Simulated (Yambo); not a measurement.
Material: Na$_{2}$CO$_{3}$ (space group P6_3/mmc, No. 194); a = 5.2106 Å, b = 5.2106 Å, c = 6.0727 Å, α = 90.00°, β = 90.00°, γ = 120.00° (12 atoms in the cell). The geometry is that of Materials Project entry mp-20495, symmetrised and not relaxed again.

With LDA (Quantum ESPRESSO, PseudoDojo norm-conserving, 88 Ry, no spin-orbit coupling), the gap between the mesh's edge points (Γ → Γ) is 3.143 eV.

Q: Estimate the G0W0 gap between the same points from Yambo (3×3×2 Γ-centred k mesh, bands 5 to 220 and a 7 Ry block in the screening, 220 bands in G with the Bruneval-Gonze terminator, plasmon pole fitted at 27.2 eV).

A: The correction is 3.140 eV, giving 6.283 eV, 2.0 times the LDA value.  Nearest settings tried, and what they do to the gap: 148 bands in W, 148 bands in G: +40 meV; 6 Ry block (237 vectors against 315): -51 meV. Not varied: mesh. So the settings aren't converged at that level. 

The structure is a Materials Project entry; no match was found in the copy of COD used, and its stability was not checked.
